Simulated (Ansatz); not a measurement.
Relaxation of a generated cell, Ag placed in the beta-W structure type; 8 atoms in the cell, which starts as Pm-3n (No. 223), cP8; a = 5.1872 Å, b = 5.1872 Å, c = 5.1872 Å, α = 90.00°, β = 90.00°, γ = 90.00°. The numbers are results of PBE (plane waves to 420 eV, PAW, scalar-relativistic; Ansatz, an electronic-structure program), not measurements. Γ-centred k-mesh 6×6×6 on the run's cell (coarser than for final values), Fermi–Dirac smearing 0.05 eV. This is the first round of the run. 

The optimiser's lines from the output (shortened; P is positive under compression):

```
relax step   1: F+E_penalty+E_count = -60724.05360262 eV  Δ(F+E_penalty+E_count) = +0.000e0 eV  max|allowed force component| = 9.740e-18 eV/Å  Δτ_max = 0.0000 Å  P = +5.531 GPa  Ω = 139.573 Å³  (9 SCF iters, dr2 threshold 1.00e-7 eV, accepted)
relax step   2: F+E_penalty+E_count = -60724.08825751 eV  Δ(F+E_penalty+E_count) = -3.465e-2 eV  max|allowed force component| = 1.001e-17 eV/Å  Δτ_max = 0.0000 Å  P = -3.572 GPa  Ω = 155.094 Å³  (6 SCF iters, dr2 threshold 8.00e-7 eV, accepted)
relax step   3: F+E_penalty+E_count = -60724.17773369 eV  Δ(F+E_penalty+E_count) = -8.948e-2 eV  max|allowed force component| = 1.995e-17 eV/Å  Δτ_max = 0.0000 Å  P = -0.533 GPa  Ω = 148.610 Å³  (5 SCF iters, dr2 threshold 8.00e-7 eV, accepted)
relax step   4: F+E_penalty+E_count = -60724.17986393 eV  Δ(F+E_penalty+E_count) = -2.130e-3 eV  max|allowed force component| = 1.388e-17 eV/Å  Δτ_max = 0.0000 Å  P = -0.001 GPa  Ω = 147.650 Å³  (4 SCF iters, dr2 threshold 7.10e-7 eV, accepted)
relax step   5: F+E_penalty+E_count = -60724.18394933 eV  Δ(F+E_penalty+E_count) = -4.085e-3 eV  max|allowed force component| = 1.460e-17 eV/Å  Δτ_max = 0.0000 Å  P = -0.025 GPa  Ω = 147.650 Å³  stress off target by 2.55e-2 GPa  SCF on the basis re-selected at this cell (its energy is not comparable with the rows above)  (7 SCF iters)
relax step   6: F+E_penalty+E_count = -60724.18397656 eV  Δ(F+E_penalty+E_count) = -2.724e-5 eV  max|allowed force component| = 2.294e-17 eV/Å  Δτ_max = 0.0000 Å  P = +0.000 GPa  Ω = 147.604 Å³  (4 SCF iters, dr2 threshold 1.62e-9 eV, accepted)
relax step   7: F+E_penalty+E_count = -60724.18395219 eV  Δ(F+E_penalty+E_count) = +2.438e-5 eV  max|allowed force component| = 2.581e-17 eV/Å  Δτ_max = 0.0000 Å  P = +0.001 GPa  Ω = 147.604 Å³  stress off target by 5.17e-4 GPa  SCF on the basis re-selected at this cell (its energy is not comparable with the rows above)  (5 SCF iters)
```

From the first to the last row the energy changes by -0.02 eV/atom and the volume by +5.8 %. The last row is marked as not comparable with the walk above it, whose basis was carried along; it does compare with step 1, since both stand on a basis selected at the nominal cutoff for their own cell.

Later rounds, restarted from the end of this one on a renewed k-mesh, logged 2 more steps and released under 0.01 eV/atom more. The final structure after all rounds: Pm-3n (No. 223), cP8; a = b = c = 5.2849 Å, α = β = γ = 90.00°. Between re-selections the logged energies stand on a plane-wave basis carried along with the cell. No spin polarisation in the result.

The run could not lose the symmetry of its start, so the end can be a saddle point.

All atoms sit on sites fixed by symmetry, so only the cell could relax.

The relaxed structure here is a generated cell of Ag: the first start was made by placing the elements on the sites of a structure type, and the end was not matched to a known phase here, so it may be hypothetical. Known forms of Ag include space group No. 225.
